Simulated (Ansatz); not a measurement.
Space group I4/mmm (No. 139). a = 4.657 Å, b = 4.657 Å, c = 10.925 Å, α = 90.00°, β = 90.00°, γ = 90.00°
| atom | site | symmetry | x | y | z |
| --- | --- | --- | --- | --- | --- |
| Sn | 2a | 4/mmm | 0.0000 | 0.0000 | 0.0000 |
| Bi | 2b | 4/mmm | 0.5000 | 0.5000 | 0.0000 |
| Bi | 4d | -4m2 | 0.5000 | 0.0000 | 0.2500 |

Equation of state of this SnBi₃ structure (not necessarily the ground state), with shape and atoms relaxed at each volume where symmetry leaves them free. It has no gap at any of these volumes. Method: Ansatz, DFT PBEsol, scalar-relativistic, plane waves, PAW.

Plane waves to 420 eV, a k mesh through Γ of 12×12×12 on the computed 4-atom cell and Gaussian smearing (0.10 eV); no spin polarisation.

| V (Å³/atom) | E − E(largest V) (meV/atom) | P (GPa) |
| --- | --- | --- |
| 27.839 | 4.44 | 3.94 |
| 28.727 | -11.31 | 1.83 |
| 29.616 | -16.14 | 0.01 |
| 30.504 | -11.81 | -1.49 |
| 31.392 | 0.00 | -2.75 |

**Question.** Fit a third-order Birch–Murnaghan equation to E(V).

**Answer.** V0 = 29.61 Å³/atom, B0 = 55 GPa, B0' = 5.3.

Spin-orbit coupling is left out, which matters for the bands of heavy elements.